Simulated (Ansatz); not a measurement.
TePtSe:
Space group P3m1 (No. 156); a = b = 3.8901 Å, c = 4.8841 Å, α = β = 90.00°, γ = 120.00°

```tsv
atom	site	symmetry	x	y	z
Te	1a	3m.	0.0000	0.0000	0.2712
Pt	1b	3m.	0.3333	0.6667	0.9903
Se	1c	3m.	0.6667	0.3333	0.7385
```

Relaxed at zero pressure with the program Ansatz at the LDA level (PAW).

The volume is raised by 6 % and shape and atoms relax at that volume. What pressure results, and how do the axes share the change?

-2.9 GPa; a 0.6 %, b 0.6 %, c 4.8 %; the energy rises by 13 meV/atom.

Give the new structure.


Space group P3m1 (No. 156); a = 3.9124 Å, b = 3.9124 Å, c = 5.1182 Å, α = 90.00°, β = 90.00°, γ = 120.00°

```csv
atom,site,symmetry,x,y,z
Te,1a,3m.,0.0000,0.0000,0.2591
Pt,1b,3m.,0.3333,0.6667,0.9911
Se,1c,3m.,0.6667,0.3333,0.7498
```

The phase is kept; no other phase was compared at this pressure.

The workflow started from a Materials Project entry (that database holds measured and hypothetical structures alike); the Crystallography Open Database copy checked does not list it. With Te and Se taken as one species the cell has the higher symmetry P-3m1, so it may be an ordered model of a mixed-site phase. Whether it is the stable phase at ambient conditions was not checked. Symmetry was held in the LDA relaxation; its stability against distortions is not shown here. No spin polarisation was allowed. A crystal of weakly bound layers computed without a dispersion correction: the cell and the soft elastic constants depend strongly on that. Spin–orbit coupling is left out wherever it is not named.

Potentials: the later of the program's two PAW sets.
